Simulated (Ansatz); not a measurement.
**BiTe (CsCl-type structure)**

The computed numbers are results of PBE, scalar-relativistic (no spin polarisation) in the plane-wave PAW code Ansatz at 420 eV, Γ-centred 6×6×3 mesh, 0.05 eV Gaussian smearing. The datasets are Ansatz's generated set soft_2.

```yaml
crystal:
  lattice:
    - [3.91331, 0.00000, 0.00000]
    - [0.00000, 3.91331, 0.00000]
    - [0.00000, 0.00000, 7.82661]
  atoms:
    - { symbol: Bi, position: [0.00000, 0.00000, 0.00000] }
    - { symbol: Te, position: [0.50000, 0.50000, 0.25000] }
    - { symbol: Bi, position: [0.00000, 0.00000, 0.50000] }
    - { symbol: Te, position: [0.50000, 0.50000, 0.75000] }
```

This is a trial structure; measured cells of the compound in the Crystallography Open Database are in space groups P-3m1, Fm-3m (rock salt).

The cell above (space group Pm-3m at a tolerance of 0.05 Å) comes from a relaxation within its symmetry on a finer mesh. All atoms were then moved at random (spread 0.10 Å) and the cell was relaxed without symmetry.

**Question.** Is the structure a local minimum under this test?

**Answer.** It doesn't stay. The energy falls by 94.2 meV/atom and the symmetry goes from Pm-3m to Cmcm (No. 63, tolerance 0.05 Å), with a volume change of 13.0 %. It stays metallic.

The relaxed cell:

```xyz
4
Lattice="4.3358 0.5663 -0.0002 0.5663 4.3320 0.0003 -0.0005 0.0006 7.3332" Properties=species:S:1:pos:R:3 pbc="T T T"
Bi    0.0153   -0.0277    0.0224
Te    3.0686    3.0210    1.8558
Bi    0.0150   -0.0275    3.6889
Te    1.8635    1.8223    5.5222
```

Conventional cell at that tolerance: a = 5.33 Å, b = 6.93 Å, c = 7.33 Å, α = 90.00°, β = 90.00°, γ = 90.00°.

```
step (a selection, trial steps included)  E − E(end) (meV/atom)
                                       1                  103.8
                                       3                   93.5
                                       4                   92.2
                                       6                   90.8
                                       7                   80.5
                                       9                   32.0
                                      11                   34.2
                                      12                   14.0
                                      14                   13.3
                                      16                   13.2
                                      17                   13.2
                                      19                    1.4
                                      20                    2.4
                                      22                    0.0
```

Spin–orbit coupling, which matters for such heavy elements, is left out. The k-mesh is coarse, so small energy differences aren't converged.
